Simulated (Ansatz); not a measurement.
## Property card for InAsPd$_{5}$

InAsPd$_{5}$:
Space group P4/mmm (No. 123); a = 4.013 Å, b = 4.013 Å, c = 7.023 Å, α = 90.00°, β = 90.00°, γ = 90.00°

| atom | site | symmetry | x | y | z |
|---|---|---|---|---|---|
| In | 1c | 4/mmm | 0.5000 | 0.5000 | 0.0000 |
| As | 1b | 4/mmm | 0.0000 | 0.0000 | 0.5000 |
| Pd | 4i | 2mm. | 0.0000 | 0.5000 | 0.2879 |
| Pd | 1a | 4/mmm | 0.0000 | 0.0000 | 0.0000 |

Space group P4/mmm (No. 123); conventional cell a = b = 4.0132 Å, c = 7.0227 Å, α = β = γ = 90.00°.

Method: the program Ansatz at the r²SCAN level (PAW). The cell and atoms are relaxed at this level. Other levels are named where they apply.

**Cell and energy**

```json
{
  "volume_per_atom": "16.16 Å³",
  "density": "10.60 g/cm³"
}
```

**Electronic structure**

```json
{
  "electronic_character": "metallic (no gap)",
  "Density of states at the Fermi level": "0.14 states/eV per atom (mean over ±0.08 eV)"
}
```

The first step of the workflow began from a Materials Project structure, measured or hypothetical; the Crystallography Open Database copy checked does not list it. Whether it is the stable phase at ambient conditions was not checked. The cell was relaxed with r²SCAN under the symmetry of its start; its stability against distortions is not shown here. The run is not spin-polarised. Spin–orbit coupling is left out wherever it is not named.

Potentials: the later of the program's two PAW sets.
